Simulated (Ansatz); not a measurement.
Ga (space group Cmce)

```yaml
crystal:
  lattice:
    - [2.21276, -3.74268, 0.00000]
    - [2.21276, 3.74268, 0.00000]
    - [0.00000, 0.00000, 4.43541]
  atoms:
    - { symbol: Ga, position: [0.15603, 0.84397, 0.91522] }
    - { symbol: Ga, position: [0.84397, 0.15603, 0.08478] }
    - { symbol: Ga, position: [0.34397, 0.65603, 0.41522] }
    - { symbol: Ga, position: [0.65603, 0.34397, 0.58478] }
```

The slice is a (010) plane (indices of the conventional cell) through the point (0.844, 0.156, 0.085) (fractional), spanned by u = [110] and v = [001] in vectors of this cell: u (4.43 Å) and v (4.44 Å, at 90° to u). It covers one period; positions are fractions (u, v).

These are LDA (plane waves to 420 eV, PAW, scalar-relativistic; Ansatz, a first-principles code) values and carry that method's errors. k mesh 12×12×11. Near the nuclei the fields are pseudised (PAW); where an atom keeps semicore shells as valence, they peak there. Ga was relaxed with its symmetry unable to fall.

Q: What is the valence density on the shortest Ga–Ga line in this plane (2.65 Å), at its midpoint?

A: 0.28 e/Å³.

Q: What is the ELF at the midpoint of the shortest Ga–Ga line in this plane (2.65 Å)?

A: 0.45.

Q: Predict the map of the electron localisation function (ELF) on the slice.

A: 
```
|xxx.=+*####%%%####*+=.xx|
|xx -++*************++- x|
| .-+++*+++++++++++*+++-.|
|==+++++==-=====-==+++++=|
|++++++=-----------=+++++|
|****+=-:::-----:::-=+***|
|##*+=-:::--===--:::-=+*#|
|*++=-:.::=+++++=::.:-=++|
|==--:::-=+*###*+=-:::--=|
|---:::-=+*******+=-:::--|
|------=+++++++++++=-----|
|===-==++++++=++++++==-==|
|+++=++*+++-...-+++*++=++|
|*******++- xxx -++******|
|%#####*+=.xxxxx.=+*#####|
|@@@%%%*+= xxxxx =+*%%%@@|
|@@@@@@*+=.xxxxx.=+*@@@@@|
|*##@@@#++: xxx :++#@@@##|
|+++*%@@*+=:. .:=+*@@%*++|
|==++*%@%*++===++*%@%*++=|
| .-=+*@@%*+++++*%@@*+=-.|
|xx -++#@@%##*##%@@#++- x|
|xxx.=+*@@@@@@@@@@@*+=.xx|
|xxx =+*%%@@@@@@@%%*+= xx|
```
Scale: ten equal steps from 0.10 (start of ' ') to 0.45 (end of '@'), in the order ' .:-=+*#%@'. Values: electron localisation function (ELF). The map has 24 points along u (one character each, u = 0 at the left) and 24 along v (v = 0 in the bottom row). Points within 0.5 Å of a nucleus are blanked (x), as the pseudised field means little there.
